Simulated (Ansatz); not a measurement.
Ansatz (a first-principles code) input:

Ansatz 0.2 input:
```yaml
crystal:
  lattice:
    - [3.7844413183, -3.8242594881, 0.0]
    - [3.7844413183, 3.8242594881, 0.0]
    - [0.0, 0.0, 7.6396567553]
  atoms:
    - { symbol: Ca, position: [0.5152890151, 0.4847109849, 0.25] }
    - { symbol: Ca, position: [0.4847109849, 0.5152890151, 0.75] }
    - { symbol: Ca, position: [0.00921019, 0.99078981, 0.25] }
    - { symbol: Ca, position: [0.99078981, 0.00921019, 0.75] }
    - { symbol: Ti, position: [0.0, 0.5, 0.5] }
    - { symbol: Ti, position: [0.0, 0.5, 0.0] }
    - { symbol: Ti, position: [0.5, 0.0, 0.5] }
    - { symbol: Ti, position: [0.5, 0.0, 0.0] }
    - { symbol: O, position: [0.9482501318, 0.4583815979, 0.25] }
    - { symbol: O, position: [0.0517498682, 0.5416184021, 0.75] }
    - { symbol: O, position: [0.4583815979, 0.9482501318, 0.75] }
    - { symbol: O, position: [0.5416184021, 0.0517498682, 0.25] }
    - { symbol: O, position: [0.2928280106, 0.7071719894, 0.0451121896] }
    - { symbol: O, position: [0.7071719894, 0.2928280106, 0.9548878104] }
    - { symbol: O, position: [0.7071719894, 0.2928280106, 0.5451121896] }
    - { symbol: O, position: [0.2928280106, 0.7071719894, 0.4548878104] }
    - { symbol: O, position: [0.2040011668, 0.2040011668, 0.0] }
    - { symbol: O, position: [0.7959988332, 0.7959988332, 0.0] }
    - { symbol: O, position: [0.7959988332, 0.7959988332, 0.5] }
    - { symbol: O, position: [0.2040011668, 0.2040011668, 0.5] }
kpoints:
  mp_grid: { grid: [5, 5, 4] }
hamiltonian:
  xc: pbesol
  pseudopotentials: { kind: paw }
scf:
  occupations: { method: fixed }
elastic: { mode: relaxed_ion, stencil: two_point, amplitude: 0.005, f_tol: 0.0005 }
```

Output (shortened):

```
Pseudopotentials: kind: paw
Pseudopotential: Ca, paw, valence charge 10
Pseudopotential: Ti, paw, valence charge 12
Pseudopotential: O, paw, valence charge 6
Functional definition: PBEsol
Crystal: 20 atoms, lattice volume = 221.133 Å³
Basis set: ecut = 420 eV, 4297 PW (Γ), exchange–correlation on 80×80×108 points (8 copies of the dense FFT grid, shifted against one another)
Bands: 100, of which v1, the nominal top of the filled ones, is band 80 counted from 1 (79 counted from 0)
Symmetry: 8 space group operations
Space group: Cmcm (ITA 63), of the structure as read, at distance tolerance 6.0e-5 Å
k-points: 27 of 100
PAW frozen core: Ca, regenerated for the run's functional, and the local potential with it
PAW frozen core: Ti, regenerated for the run's functional, and the local potential with it
PAW frozen core: O, regenerated for the run's functional, and the local potential with it
Initial wavefunctions: pseudopotential atomic-orbital guess
Eigensolver: davidson
Functional: x = pbesol(κ = 0.804, μ = 0.12345679012345678), c = pbesol(β = 0.046)
all-band conjugate gradients solve this SCF's bands
SCF 1 converged in 14 iterations: F = -23834.741018 eV  dr2 = 4.65e-14
Crystal: 20 atoms, lattice volume = 220.027 Å³
Basis set: ecut = 420 eV, 4273 PW (Γ), exchange–correlation on 80×80×108 points (8 copies of the dense FFT grid, shifted against one another)
Initial density: handed on by an earlier stage of this run
Initial wavefunctions: pseudopotential atomic-orbital guess (no wavefunctions were taken with the density)
SCF 2 converged in 15 iterations: F = -23834.734708 eV  dr2 = 5.19e-14
relax step   1: F+E_penalty+E_count = -23834.73470821 eV  Δ(F+E_penalty+E_count) = +0.000e0 eV  max|allowed force component| = 2.541e-2 eV/Å  Δτ_max = 0.0000 Å  (15 SCF iters, accepted)
density extrapolation: transplant  |δρ|_rms = 4.717e-2 e/Å³  SAD shift = 3.180e-3 e/Å³
Crystal: 20 atoms, lattice volume = 220.027 Å³
Initial wavefunctions: those handed on with the density
SCF 3 converged in 12 iterations: F = -23834.734995 eV  dr2 = 1.06e-14
relax step   2: F+E_penalty+E_count = -23834.73499528 eV  Δ(F+E_penalty+E_count) = -2.871e-4 eV  max|allowed force component| = 1.311e-2 eV/Å  Δτ_max = 0.0026 Å  (12 SCF iters, accepted)
density extrapolation: transplant  |δρ|_rms = 4.718e-2 e/Å³  SAD shift = 3.522e-3 e/Å³
Crystal: 20 atoms, lattice volume = 220.027 Å³
SCF 4 converged in 12 iterations: F = -23834.735085 eV  dr2 = 2.98e-14
relax step   3: F+E_penalty+E_count = -23834.73508469 eV  Δ(F+E_penalty+E_count) = -8.941e-5 eV  max|allowed force component| = 6.470e-3 eV/Å  Δτ_max = 0.0020 Å  (12 SCF iters, accepted)
[...]
relax step   7: F+E_penalty+E_count = -23834.96765509 eV  Δ(F+E_penalty+E_count) = -2.000e-2 eV  max|allowed force component| = 1.209e-2 eV/Å  Δτ_max = 0.0404 Å  (15 SCF iters, accepted)
density extrapolation: transplant  |δρ|_rms = 4.727e-2 e/Å³  SAD shift = 4.228e-3 e/Å³
Crystal: 20 atoms, lattice volume = 221.131 Å³
SCF 75 converged in 13 iterations: F = -23834.967748 eV  dr2 = 2.91e-14
relax step   8: F+E_penalty+E_count = -23834.96774783 eV  Δ(F+E_penalty+E_count) = -9.275e-5 eV  max|allowed force component| = 7.661e-4 eV/Å  Δτ_max = 0.0029 Å  (13 SCF iters, accepted)
density extrapolation: transplant  |δρ|_rms = 4.727e-2 e/Å³  SAD shift = 2.957e-4 e/Å³
Crystal: 20 atoms, lattice volume = 221.131 Å³
SCF 76 converged in 10 iterations: F = -23834.967748 eV  dr2 = 4.10e-14
relax step   9: F+E_penalty+E_count = -23834.96774829 eV  Δ(F+E_penalty+E_count) = -4.577e-7 eV  max|allowed force component| = 1.829e-4 eV/Å  Δτ_max = 0.0002 Å  (10 SCF iters, accepted)
Crystal: 20 atoms, lattice volume = 221.131 Å³
SCF 77 converged in 10 iterations: F = -23834.967748 eV  dr2 = 5.65e-15
2 of the elastic batch's strained cells closed on another state than the unstrained crystal's, so that the constants are between two states. The farthest is the member of strain η6, δ = -5.0e-3: the two states' filled orbitals part by 0.641, averaged over the …
WARN: C66 and the rest of its column (C16 to C66, from strain 12), every constant that the crystal's symmetry builds from them, which can be the whole tensor …
SCF converged after 14 iterations
Free energy (F): -23834.741018 eV
Harris-Foulkes:  -23834.741018 eV  (|F-HF|=0.00e0)
Internal energy: -23834.741018 eV  (E = F + TS)
E sigma→0 (E₀):  -23834.741018 eV
Fermi energy:    9.290298 eV
--- Per-component energies (eV) ---
  E_band       = -1049.247184
  E_kinetic    = 4315.224679
  E_local      = -9388.332174  (includes V_loc(G=0)·N_el)
  E_nonlocal   = 850.558291
  E_hartree    = 3417.603260
  E_xc         = -1819.447231
  E_vxc        = -2309.553516  (∫ρ·V_xc dr)
  E_paw        = -9254.406512  (= ΣΔE_a)
  E_vpaw       = -1352.381096  (= ΣTr[D̂ρ^β])
  E_aug_tail   = 0.030115  (compensation charges beyond the density's cutoff)
  E_ewald      = -11957.427614
  E_core_change = 1.456169  (= ΣΔE_core)
  E_smearing   =  0.000000  (= −TS)
  E_closure    =  0.000000  (closes the sum)
  Σ components = -23834.741018   (vs F -23834.741018, Δ=0.00e0)
--- Forces (eV/Å), atoms counted from 1 ---
  atom   1  Ca     0.00000000     0.00002623     0.00000000
  atom   2  Ca     0.00000000    -0.00002623     0.00000000
  atom   3  Ca     0.00000000    -0.00037213     0.00000000
  atom   4  Ca     0.00000000     0.00037213     0.00000000
  atom   5  Ti     0.00000000     0.00000000     0.00000000
  atom   6  Ti     0.00000000     0.00000000     0.00000000
  atom   7  Ti     0.00000000     0.00000000     0.00000000
  atom   8  Ti     0.00000000     0.00000000     0.00000000
  atom   9  O      0.00030580     0.00006916     0.00000000
  atom  10  O     -0.00030580    -0.00006916     0.00000000
  atom  11  O      0.00030580    -0.00006916     0.00000000
  atom  12  O     -0.00030580     0.00006916     0.00000000
  atom  13  O      0.00000000    -0.00024856     0.00008041
  atom  14  O      0.00000000     0.00024856    -0.00008041
  atom  15  O      0.00000000     0.00024856     0.00008041
  atom  16  O      0.00000000    -0.00024856    -0.00008041
  atom  17  O     -0.00034425     0.00000000     0.00000000
  atom  18  O      0.00034425     0.00000000     0.00000000
  atom  19  O      0.00034425     0.00000000     0.00000000
  atom  20  O     -0.00034425     0.00000000     0.00000000
  max |Σ_I F_I| component: 4.34e-19 eV/Å
--- Stress (GPa, compression-positive) ---
       -0.003359       0.000000       0.000000
        0.000000      -0.005410       0.000000
        0.000000       0.000000      -0.007952
  P = ⅓ Tr σ = -0.0056 GPa (-0.056 kbar)
  The stress holds the Pulay correction. Without it, at fixed plane waves, as pw.x and ABINIT print it: P = -0.6889 GPa
  The stress includes an estimate of the error left by incomplete SCF convergence (largest component  0.0000 GPa; it does not cover the PAW one-centre terms).
--- Band table (eV; the first three rows and the last of 27) ---
  k-point 0: bands = ["-46.5955", "-46.5935", "-46.5913", "-46.5894", "-28.6704", "-28.6612", "-28.4354", "-28.4269", "-23.0706", "-23.0693", "-23.0600", "-23.0594", "-23.0434", "-23.0393", "-22.9874", "-22.9819", "-22.9783", "-22.9758", "-22.9580", …
  k-point 1: bands = ["-46.5952", "-46.5938", "-46.5910", "-46.5897", "-28.6690", "-28.6626", "-28.4342", "-28.4281", "-23.0657", "-23.0608", "-23.0589", "-23.0498", "-23.0422", "-23.0401", "-22.9984", "-22.9907", "-22.9813", "-22.9777", "-22.9574", …
  k-point 2: bands = ["-46.5945", "-46.5945", "-46.5903", "-46.5903", "-28.6658", "-28.6658", "-28.4311", "-28.4311", "-23.0628", "-23.0628", "-23.0427", "-23.0427", "-23.0270", "-23.0270", "-23.0208", "-23.0208", "-22.9798", "-22.9798", "-22.9560", …
  k-point 26: bands = ["-46.5928", "-46.5928", "-46.5921", "-46.5921", "-28.6655", "-28.6655", "-28.4316", "-28.4316", "-23.0585", "-23.0585", "-23.0448", "-23.0448", "-23.0255", "-23.0255", "-23.0238", "-23.0238", "-22.9846", "-22.9846", "-22.9528", …
  band table: 100 of 100 bands, residual norms ≤ 1.0e-3 eV
--- Elastic constants: 6 strain directions × 2 members + reference (group order 8) ---
  dense FFT box of the reference and of every strained cell: 40×40×54
  strains applied: 11, 22, 33, 23, 13, 12; error gains …
  C = ∂σ_k/∂η_j (tension-positive GPa; Voigt order 11 22 33 23 13 12):
       337.649     97.872     93.423      0.000      0.000      0.000
        97.905    325.073    157.561      0.000      0.000      0.000
        93.514    157.379    324.410      0.000      0.000      0.000
         0.000      0.000      0.000    115.526      0.000      0.000
         0.000      0.000      0.000      0.000    108.410      0.000
         0.000      0.000      0.000      0.000      0.000   -251.874
  reference stress σ⁰ (GPa):      0.003      0.005      0.008      0.000      0.000      0.000
  moduli (Voigt/Reuss/Hill, GPa): K = 187.20/186.50/186.85   G = 36.97/148.62/92.79   E = 238.84   ν = 0.287
  mechanically stable: NO (min eigenvalue of sym C = -251.87 GPa)
  harmonic check of the ions' relaxations: strain 12: 1 of 1 pair far from harmonic (see the warning)
  the stresses are not corrected for the forces that the relaxations left standing (`elastic.f_tol`)
  strain η (Voigt 11):  stress-route row diagonal C_11 = 337.65 GPa, energy-path curvature d²(F+E_count+ΔE)/dδ²/Ω₀ = 337.40 GPa
         δ    σ_11 (GPa)             F (eV)   n_scf  n_hpsi   n_pw
    -5.000e-3      -1.7189      -23834.7350925      11   44946   4342   relax 5 steps, max|allowed force component| 1.98e-4 eV/Å
     5.000e-3       1.6576      -23834.7353355      11   44702   4382   relax 5 steps, max|allowed force component| 7.83e-5 eV/Å
  strain η (Voigt 22):  stress-route row diagonal C_22 = 325.07 GPa, energy-path curvature d²(F+E_count+ΔE)/dδ²/Ω₀ = 324.84 GPa
         δ    σ_22 (GPa)             F (eV)   n_scf  n_hpsi   n_pw
    -5.000e-3      -1.6392      -23834.7353897      10   44260   4334   relax 5 steps, max|allowed force component| 3.17e-4 eV/Å
     5.000e-3       1.6116      -23834.7355419      10   44066   4384   relax 5 steps, max|allowed force component| 1.03e-4 eV/Å
  strain η (Voigt 33):  stress-route row diagonal C_33 = 324.41 GPa, energy-path curvature d²(F+E_count+ΔE)/dδ²/Ω₀ = 324.44 GPa
         δ    σ_33 (GPa)             F (eV)   n_scf  n_hpsi   n_pw
    -5.000e-3      -1.6401      -23834.7353138      10   43901   4332   relax 5 steps, max|allowed force component| 2.10e-4 eV/Å
     5.000e-3       1.6040      -23834.7357869      10   44230   4376   relax 5 steps, max|allowed force component| 8.73e-5 eV/Å
  strain η (Voigt 23):  stress-route row diagonal C_44 = 115.53 GPa, energy-path curvature d²(F+E_count+ΔE)/dδ²/Ω₀ = 115.61 GPa
         δ    σ_23 (GPa)             F (eV)   n_scf  n_hpsi   n_pw
    -5.000e-3      -0.5776      -23834.7389468      11   54938   4358   relax 5 steps, max|allowed force component| 9.73e-5 eV/Å
     5.000e-3       0.5776      -23834.7389468      11   54901   4358   relax 4 steps, max|allowed force component| 1.99e-4 eV/Å
  strain η (Voigt 13):  stress-route row diagonal C_55 = 108.41 GPa, energy-path curvature d²(F+E_count+ΔE)/dδ²/Ω₀ = 108.58 GPa
         δ    σ_13 (GPa)             F (eV)   n_scf  n_hpsi   n_pw
    -5.000e-3      -0.5420      -23834.7392774      11   54869   4358   relax 3 steps, max|allowed force component| 4.13e-4 eV/Å
     5.000e-3       0.5421      -23834.7392773      11   54881   4358   relax 4 steps, max|allowed force component| 2.41e-4 eV/Å
  strain η (Voigt 12):  stress-route row diagonal C_66 = -251.87 GPa, energy-path curvature d²(F+E_count+ΔE)/dδ²/Ω₀ = -13134.18 GPa
         δ    σ_12 (GPa)             F (eV)   n_scf  n_hpsi   n_pw
    -5.000e-3       1.2594      -23834.9677483      10   63397   4360   relax 9 steps, max|allowed force component| 1.83e-4 eV/Å
     5.000e-3      -1.2594      -23834.9677483      10   63431   4360   relax 9 steps, max|allowed force component| 1.83e-4 eV/Å
```

Cost: around 40 core-minutes (rough) on shared cores.

The first step of the workflow began from a Materials Project structure, measured or hypothetical; the Crystallography Open Database copy checked does not list it. COD files the formula under space group No. 11, 62, 65, 140, 221. Its standing as an ambient phase is unchecked. Symmetry was held in the PBEsol relaxation. At this level the phase is dynamically unstable (imaginary phonons). The run is not spin-polarised.

Potentials: the later of the program's two PAW sets.

Ansatz is a plane-wave DFT program.
